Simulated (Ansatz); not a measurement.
Cu Kα1 powder pattern (kinematic, no thermal factors).
```csv
2θ (°),relative intensity
12.08,2
12.98,100
13.96,1
17.77,1
18.50,1
26.14,6
28.13,17
28.13,8
31.09,7
31.09,36
31.10,18
31.10,4
38.77,12
38.77,21
38.78,11
38.78,6
39.66,3
49.32,11
49.33,7
49.33,6
49.77,6
49.79,11
51.67,6
51.68,6
51.68,6
53.78,3
57.08,2
57.09,2
57.09,2
58.15,2
58.17,1
59.86,6
59.86,1
59.88,3
61.78,4
61.79,1
61.79,2
64.82,5
64.83,3
64.84,1
64.85,2
65.44,1
65.45,1
65.45,1
68.86,2
72.69,1
72.69,4
72.70,2
75.96,2
76.31,3
76.32,3
76.33,3
81.49,2
81.51,2
81.52,2
83.20,2
85.91,1
85.91,2
85.93,1
85.94,2
85.94,2
85.95,1
89.62,2
89.63,2
89.64,2
```

The pattern is computed from a structure relaxed with DFT PBE, scalar-relativistic, plane waves, PAW (Ansatz 0.2.0). No spin polarisation. Its elements are Hf, S, Zr.

Problem. Give the structure.

Solution. Hf₃ZrS₈.
Space group P2/m (No. 10). a = 6.338 Å, b = 7.322 Å, c = 6.812 Å, α = 90.00°, β = 90.01°, γ = 90.00°
| atom | site | symmetry | x | y | z |
| --- | --- | --- | --- | --- | --- |
| Zr | 1d | 2/m | 0.5000 | 0.0000 | 0.0000 |
| Hf | 2i | 2 | 0.0000 | 0.7497 | 0.0000 |
| Hf | 1e | 2/m | 0.5000 | 0.5000 | 0.0000 |
| S | 4o | 1 | 0.6678 | 0.7483 | 0.2125 |
| S | 2n | m | 0.1670 | 0.5000 | 0.2120 |
| S | 2m | m | 0.1641 | 0.0000 | 0.2124 |

A pattern alone doesn't exclude other cells with like lines; this is the one computed.

It was reached by relaxing an invented guess, and it needn't be the stable form of this composition. No dispersion correction is applied, so the spacing between layers, chains or molecules is poorly fixed.
